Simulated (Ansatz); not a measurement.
ZnS:
```yaml
crystal:
  lattice:
    - [4.66643, 0.00000, 0.00000]
    - [0.00000, 4.66643, 0.00000]
    - [0.00000, 0.00000, 4.05952]
  atoms:
    - { symbol: Zn, position: [0.50000, 0.00000, 0.06235] }
    - { symbol: Zn, position: [0.00000, 0.50000, 0.93765] }
    - { symbol: S, position: [0.00000, 0.00000, 0.00000] }
    - { symbol: S, position: [0.50000, 0.50000, 0.00000] }
```

Relaxed with LDA. Special points in fractions of this cell's reciprocal vectors: Γ (0.000, 0.000, 0.000); X (0.000, 0.500, 0.000); M (0.500, 0.500, 0.000); Z (0.000, 0.000, 0.500); R (0.000, 0.500, 0.500); A (0.500, 0.500, 0.500).

Q: List the band energies nearest the Fermi level at these points for LDA in the plane-wave PAW code Ansatz.

A: In eV from the Fermi level; about four levels below and three above (degenerate sets whole), none deeper than 8.9 eV; points with the same levels are listed once.

| k | below | above |
|---|---|---|
| Γ | -1.71 -1.71 -1.19 -0.36 | 0.80 4.52 6.63 |
| X | -3.48 -3.48 -1.20 -1.20 | 3.43 3.43 5.35 5.35 |
| M | -5.84 -5.84 -0.88 -0.88 | 0.47 0.47 4.15 4.15 |
| Z | -1.61 -1.61 -1.30 -0.63 | 2.05 4.25 5.18 |
| R | -3.32 -3.32 -2.60 -2.60 | 3.15 3.15 4.49 4.49 |
| A | -5.53 -5.53 -2.04 -2.04 | 0.54 0.54 1.16 1.16 |

Space group P4/nmm. A made-up cell: these elements were put on the sites of a structure type; neither database checked (COD, Materials Project) lists it. It is not the phase usual at ambient conditions (space group No. 186, 216). The cell was relaxed with LDA under the symmetry of its start. At this level the phase is dynamically unstable (imaginary phonons). A crystal of weakly bound layers computed without a dispersion correction: the cell and the soft elastic constants depend strongly on that.

Potentials: the later of the program's two PAW sets.
